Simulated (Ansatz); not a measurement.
NaHO:
```
CELL_PARAMETERS angstrom
      3.49247     0.00000     0.00000
      0.00000     3.39321     0.00000
     -1.41694     0.00000     4.89512
ATOMIC_POSITIONS crystal
  Na 0.16581 0.79659 0.29926
  Na 0.83419 0.29659 0.70074
  H  0.46044 0.93726 0.93330
  H  0.53956 0.43726 0.06670
  O  0.34406 0.76610 0.77324
  O  0.65594 0.26610 0.22676
```

Relaxed with PBEsol. Independent-particle spectrum: no excitons, no local fields, no scissors shift; 0.1 eV broadening; ε₁ of the summed bands alone.

Q: Tabulate the dielectric function from DFT-PBEsol in the program Ansatz with PAW potentials.

A: 

| E (eV) | ε₁ xx | ε₂ xx | ε₁ yy | ε₂ yy | ε₁ zz | ε₂ zz |
|---|---|---|---|---|---|---|
| 0.0 | 2.39 | 0.00 | 2.48 | 0.00 | 2.58 | 0.00 |
| 0.4 | 2.39 | 0.00 | 2.48 | 0.00 | 2.58 | 0.00 |
| 0.8 | 2.40 | 0.00 | 2.50 | 0.00 | 2.59 | 0.00 |
| 1.2 | 2.42 | 0.00 | 2.51 | 0.00 | 2.61 | 0.00 |
| 1.6 | 2.45 | 0.00 | 2.54 | 0.00 | 2.63 | 0.00 |
| 2.0 | 2.49 | 0.00 | 2.58 | 0.00 | 2.67 | 0.00 |
| 2.4 | 2.54 | 0.00 | 2.63 | 0.00 | 2.71 | 0.00 |
| 2.8 | 2.60 | 0.00 | 2.70 | 0.00 | 2.78 | 0.00 |
| 3.2 | 2.70 | 0.00 | 2.80 | 0.00 | 2.86 | 0.00 |
| 3.6 | 2.85 | 0.00 | 2.99 | 0.00 | 3.00 | 0.00 |
| 4.0 | 3.19 | 0.05 | 3.36 | 0.25 | 3.31 | 0.08 |
| 4.4 | 3.37 | 0.65 | 3.23 | 0.70 | 3.32 | 0.48 |
| 4.8 | 3.17 | 0.94 | 3.07 | 0.87 | 3.23 | 0.63 |
| 5.2 | 3.01 | 1.12 | 2.96 | 0.98 | 3.19 | 0.73 |
| 5.6 | 2.88 | 1.25 | 2.87 | 1.08 | 3.17 | 0.81 |
| 6.0 | 2.78 | 1.41 | 2.74 | 1.22 | 3.17 | 0.90 |
| 6.4 | 2.54 | 1.48 | 2.61 | 1.18 | 3.21 | 0.98 |
| 6.8 | 2.49 | 1.62 | 2.61 | 1.18 | 3.27 | 1.09 |
| 7.2 | 2.31 | 1.71 | 2.69 | 1.32 | 3.42 | 1.27 |
| 7.6 | 2.06 | 1.96 | 2.19 | 1.39 | 3.33 | 1.74 |
| 8.0 | 1.66 | 1.74 | 2.38 | 1.17 | 3.38 | 1.80 |
| 8.4 | 1.47 | 1.59 | 2.42 | 1.35 | 3.19 | 2.21 |
| 8.8 | 1.41 | 1.33 | 2.42 | 1.26 | 3.00 | 2.67 |
| 9.2 | 1.45 | 1.18 | 2.68 | 1.39 | 2.66 | 3.03 |
| 9.6 | 1.41 | 1.02 | 2.79 | 1.73 | 1.55 | 3.27 |
| 10.0 | 1.88 | 0.97 | 2.65 | 2.58 | 1.49 | 2.89 |
| 10.4 | 1.85 | 1.01 | 2.07 | 2.92 | 1.20 | 2.59 |
| 10.8 | 2.29 | 1.55 | 1.01 | 2.12 | 1.10 | 2.02 |
| 11.2 | 1.47 | 2.12 | 1.06 | 2.19 | 1.42 | 2.29 |
| 11.6 | 1.19 | 1.21 | 1.43 | 1.77 | 1.18 | 2.47 |
| 12.0 | 1.77 | 1.24 | 1.29 | 2.13 | 0.76 | 2.13 |

Q: From ε at 4.3 eV (xx: 3.42 + 0.52i), find n, k, the normal reflectivity and the absorption coefficient.

A: n = 1.85, k = 0.140, R = 9 %, α = 2kE/ħc = 61000 cm⁻¹.

With all bands, ε∞ without local fields is 2.53 (xx), 2.61 (yy), 2.71 (zz). DFPT, with local fields, gives 2.43 (xx), 2.54 (yy), 2.53 (zz).

Space group P2_1. The workflow started from a Materials Project entry (that database holds measured and hypothetical structures alike); the Crystallography Open Database copy checked does not list it. COD files the formula under space group No. 11. Its standing as an ambient phase is unchecked. The cell was relaxed with PBEsol under the symmetry of its start; its stability against distortions is not shown here.

Potentials: the later of the program's two PAW sets.
